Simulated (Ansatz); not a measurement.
Electric field gradients in PtCCl2O

The cell is a COD entry (perhaps calculated rather than measured) whose atoms were relaxed with PBE, the cell held.

Space group P4_2/m (No. 84); a = 11.1830, c = 3.5250 Å.

| site | Wyckoff | site symmetry | x | y | z |
| --- | --- | --- | --- | --- | --- |
| Pt | 4j | m.. | 0.3861 | 0.1099 | 0.0000 |
| C | 4j | m.. | 0.2233 | 0.1175 | 0.0000 |
| Cl9 | 4j | m.. | 0.5985 | 0.1023 | 0.0000 |
| Cl13 | 4j | m.. | 0.3931 | 0.3138 | 0.0000 |
| O | 4j | m.. | 0.1207 | 0.1242 | 0.0000 |

One atom of each set is listed.

All values are calculated (Ansatz; DFT, PBE, plane waves and PAW, scalar-relativistic, 420 eV cutoff, Γ-centred 3×3×9 k-points, Fermi–Dirac smearing 0.05 eV), not measured.

C_Q = eQV_zz/h, which is 24.18 MHz for Q = 1 b and V_zz = 10²¹ V/m²; η = (V_xx − V_yy)/V_zz.

35Cl: I = 3/2, Q = -81.12 mb; ¹⁷O: I = 5/2, Q = -25.58 mb. Quadrupole moments are those of Pyykkö's year-2017 table.

(1) Which values are expected at the nuclei?

## Answers

(1) 

```tsv
site	atoms	first shell	V_zz (10²¹ V/m²)	η	C_Q (MHz)
Pt	4	1 C at 1.82 Å, 3 Cl at 2.28–2.38 Å; also 1 O at 2.97 Å	9.39	0.81	–
C	4	1 O at 1.15 Å, 1 Pt at 1.82 Å, angle 179°	-5.55	0.08	–
Cl9	4	2 Pt at 2.38 Å, angle 96°; also 1 C at 3.16 Å	-20.0	0.51	39.2
Cl13	4	1 Pt at 2.28 Å; also 1 C at 2.90 Å	34.7	0.03	-68.0
O	4	1 C at 1.15 Å; also 1 Pt at 2.97 Å	-0.76	0.90	0.472
```

At C V_zz points along the shorter of its two bonds, to O (within 1°). At Cl9 V_zz stands upright on the plane of its two bonds (within 1°). At Cl13 V_zz points along its bond to Pt (within 5°).

Pt, C have no stable isotope with a ground-state quadrupole moment in the table, so no C_Q is given.

Spin–orbit coupling is left out, which shifts gradients on Pt by a few per cent, and by more where contributions nearly cancel. The database positions were far from equilibrium, so the relaxed structure may not be the compound's real one.

The relaxation (6 steps) took 2 min of wall time (4 min of CPU time) and 1.2 GiB at its peak, on 2 threads of Arm Neoverse V2 (aarch64; 8 cores open to the job, memory cap 5.0 GiB, no GPU), a shared host with a load of 0.8 a core.
